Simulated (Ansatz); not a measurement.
5 guesses for Ti₂B₂Os and where they end

All numbers below come from DFT PBE, scalar-relativistic, plane waves, PAW in Ansatz. All cells share a 420 eV cutoff and Γ-centred k meshes spaced at most about 0.3 Å⁻¹ (about 0.25 or finer for metals, 2π included). Collinear spin in cells that started with moments and kept them past the coarse steps, no spin elsewhere.

Each guess was relaxed in cell and atoms at zero pressure, within the symmetry of its start. All energies are static (0 K, no zero-point motion). Coordination counts B atoms around Os and Ti (those within 1.25 times the shortest such distance or 1.15 times the sum of covalent radii, 1.27 where that leaves under three; the shortest distance is added where it exceeds 1.18 times the sum of covalent radii).

```tsv
guess	made from	start group	V start (Å³/atom)	end group	V end (Å³/atom)	coordination at the end	gap on mesh (eV)	largest moment (μB)	E over the lowest end (meV/atom)
1	random cell	P6/mmm	11.5	P6/mmm	12.0	Ti 2, Os 6	0	0.4	974
2	random cell	P6/mmm	14.2	P6/mmm	15.5	Ti 6, Os 2	0	0.8	1237
3	random cell	P-6m2	14.4	P-6m2	13.0	Ti 6, Os 6 from 2.7 Å	0	-	732
4	random cell	P4/mmm	13.2	?	?	?	?	?	?
5	CaCd2As2 type	P-3m1	11.8	P-3m1	12.2	Ti 5, Os 6	0	-	0
```

Guess 4 as it starts:

Space group P4/mmm (No. 123). a = 3.325 Å, b = 3.325 Å, c = 5.956 Å, α = 90.00°, β = 90.00°, γ = 90.00°
```json
{"atom": "Ti", "site": "2e", "symmetry": "mmm.", "x": "0.0000", "y": "0.5000", "z": "0.5000"}
{"atom": "B", "site": "2g", "symmetry": "4mm", "x": "0.0000", "y": "0.0000", "z": "0.3925"}
{"atom": "Os", "site": "1a", "symmetry": "4/mmm", "x": "0.0000", "y": "0.0000", "z": "0.0000"}
```

Question: Predict the end of this guess and its energy over the lowest end.

Answer: It ends in space group P4/mmm (No. 123), with a = 4.148 Å, c = 5.452 Å, 18.8 Å³/atom and no gap, with moments up to 0.6 μB. It lies 1.15 eV/atom over the lowest end, above guess 1 and below guess 2. Counting B atoms around Os and Ti, this end has Ti 4, Os 2 and the lowest (guess 5) has Ti 5, Os 6. This end holds B–B pairs (shortest 1.58 Å); in the lowest (guess 5) the shortest B–B distance is 2.88 Å.

```yaml
crystal:
  lattice:
    - [4.14752, 0.00000, 0.00000]
    - [0.00000, 4.14752, 0.00000]
    - [0.00000, 0.00000, 5.45188]
  atoms:
    - { symbol: Ti, position: [0.00000, 0.50000, 0.50000] }
    - { symbol: Ti, position: [0.50000, 0.00000, 0.50000] }
    - { symbol: B, position: [0.00000, 0.00000, 0.35493] }
    - { symbol: B, position: [0.00000, 0.00000, 0.64507] }
    - { symbol: Os, position: [0.00000, 0.00000, 0.00000] }
```

Energies over the elements count from the elements' standard structures at the same level, with no fitted energy shifts.

Question: Is the lowest end bound against the elements?

Answer: Yes: its formation energy is −0.25 eV/atom. It lies below the elements, which doesn't yet make it stable against other compounds or structures.

These runs have no spin–orbit coupling, which can matter for Os. A magnetic state wasn't ruled out in cells without spin, among them P-3m1. The magnetic state reached may not be the lowest. Cells relaxed within their symmetry can be saddle points. A lower structure may well exist outside this small set. Some types were kept out of the candidates beforehand, so the set may lack a known form.
